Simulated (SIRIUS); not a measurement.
A self-consistent single point of Ni2Ge (P6_3/mmc, 6 atoms in the cell; from Materials Project mp-1594).

```xyz
6
Lattice="3.9798 0.0000 0.0000 -1.9899 3.4466 0.0000 0.0000 0.0000 5.0239" Properties=species:S:1:pos:R:3 pbc="T T T"
Ni     1.9899     1.1489     1.2560
Ni     0.0000     2.2977     3.7679
Ni     0.0000     0.0000     0.0000
Ni     0.0000     0.0000     2.5119
Ge     1.9899     1.1489     3.7679
Ge     0.0000     2.2977     1.2560
```

Computed with PBEsol, GBRV PBEsol ultrasoft pseudopotentials (plane waves; SIRIUS).

SIRIUS settings:

* **parameters.ngridk**: 7 7 5
* **parameters.xc_functionals**: [XC_GGA_X_PBE_SOL, XC_GGA_C_PBE_SOL]
* **parameters.gk_cutoff**: 6.325 1/bohr
* **parameters.pw_cutoff**: 14.143 1/bohr
* **parameters.smearing**: fermi_dirac
* **parameters.smearing_width**: 0.00183747 Ha
* **potentials**: GBRV PBEsol ultrasoft pseudopotentials
* **parameters.electronic_structure_method**: pseudopotential
* **parameters.num_bands**: 60
* **parameters.num_mag_dims**: 0
* **parameters.num_dft_iter**: 100
* **parameters.energy_tol**: 1e-07 Ha
* **parameters.density_tol**: 1e-06
* **mixer.type**: broyden2
* **mixer.beta**: 0.3
* **mixer.use_hartree**: true

Results:

```
Property                                                   Value
------------------------------------------------  --------------
Number of valence electrons                                  100
Number of bands                                               60
Number of k-points after the program's reduction              24
Number of plane waves (most at a k-point)                   2003
Number of SCF iterations                                      24
FFT grid                                            36 × 36 × 45
Free energy E − TS                                -24474.6626 eV
Fermi level (on the code's own zero)                    17.83 eV
Pressure                                               -5.53 GPa
```

Stress (GPa, positive for compression):
```
-5.48   0.00   0.00
 0.00  -5.48   0.00
 0.00   0.00  -5.63
```

The run has no spin polarisation, so moments on Ni cannot form. The structure comes from a collection of computed structures, made at another level of theory; the collection holds predicted forms beside known ones. No clean gap shows at this smearing width and mesh (spacing up to 0.26 Å⁻¹); the mesh is coarse for partly filled bands, so the values carry mesh errors.

Cost on one core: very roughly 2.2 core-minutes.
